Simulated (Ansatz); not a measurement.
## Two states of CoHIO₄

```yaml
crystal:
  lattice:
    - [4.65273, 0.00000, 0.00000]
    - [2.32637, -5.59080, 0.00000]
    - [0.00209, 0.00000, -6.29835]
  atoms:
    - { symbol: I, position: [0.77094, 0.38992, 0.64490] }
    - { symbol: I, position: [0.16086, 0.61008, 0.14490] }
    - { symbol: Co, position: [0.46410, 0.00240, 0.89620] }
    - { symbol: Co, position: [0.46650, 0.99760, 0.39620] }
    - { symbol: O, position: [0.70140, 0.11320, 0.64550] }
    - { symbol: O, position: [0.81460, 0.88680, 0.14550] }
    - { symbol: O, position: [0.04160, 0.31280, 0.43010] }
    - { symbol: O, position: [0.35440, 0.68720, 0.93010] }
    - { symbol: O, position: [0.57530, 0.31740, 0.42850] }
    - { symbol: O, position: [0.89270, 0.68260, 0.92850] }
    - { symbol: O, position: [0.20810, 0.17580, 0.14680] }
    - { symbol: O, position: [0.38390, 0.82420, 0.64680] }
    - { symbol: H, position: [0.03500, 0.33000, 0.14000] }
    - { symbol: H, position: [0.36500, 0.67000, 0.64000] }
```

Level: PBE, with U_eff = 5.63 eV on Co d, U_eff = 6.92 eV on O p (all-electron-ortho-atomic projectors); 420 eV; 4×4×3 Γ-centred mesh; fermi-dirac occupations (width 0.1 eV); Ansatz 0.2.0, fixed geometry.

State A: Co3 up, Co4 up, O5 down, O6 down, O9 down, O10 down (collinear spin). State B: Co3 up, Co4 down, O5 down, O6 up, O9 down, O10 up (collinear spin).

Compare the two self-consistent states.

State B is lower by 5.2 meV an atom at zero smearing. So small a gap isn't resolved on this mesh where a state is a metal.

| state | free energy (meV/atom) | largest moment in a small sphere (μB) | net moment (μB/cell) | gap on mesh (eV) | pressure (GPa) | largest force (eV/Å) |
| --- | --- | --- | --- | --- | --- | --- |
| A | 4.7 | 2.59 | 2.08 | 0.19 | 33.3 | 9.24 |
| B | 0.0 | 2.61 | 0.00 | 0.62 | 33.2 | 9.45 |

Origin: a known structure type with other elements, at an estimated volume, so it need not be a known compound. Caveats: no spin-orbit coupling, which can shift this gap by tenths of an eV; atoms or cell far from equilibrium; gaps of Fe, Co and Ni magnets come out low on these datasets; another magnetic order, which this cell may not hold, can open a gap; the k mesh is coarse if the cell is a metal; the gap is not wide against the smearing.
